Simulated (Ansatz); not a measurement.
ZnAu (CsCl type, Pm-3m) under volume change, DFT-PBE in the program Ansatz with PAW potentials, scaled uniformly.

| V (Å³/atom) | E − E(relaxed) (meV/atom) | P (GPa) |
|---|---|---|
| 14.722 | 58.7 | 14.29 |
| 15.207 | 24.3 | 8.58 |
| 15.693 | 5.7 | 3.88 |
| 16.178 | 0.0 | 0.00 |
| 16.663 | 5.0 | -3.19 |
| 17.149 | 18.7 | -5.80 |
| 17.634 | 39.6 | -7.94 |

**Question.** What does a third-order Birch–Murnaghan fit give for V₀, B₀ and B′?

**Answer.** V₀ = 16.18 Å³/atom, B₀ = 117 GPa, B′ = 5.5.

Symmetry was held in the PBE relaxation; of distortions, only those at the zone centre were tested. Spin–orbit coupling is left out wherever it is not named.

Potentials: the later of the program's two PAW sets.
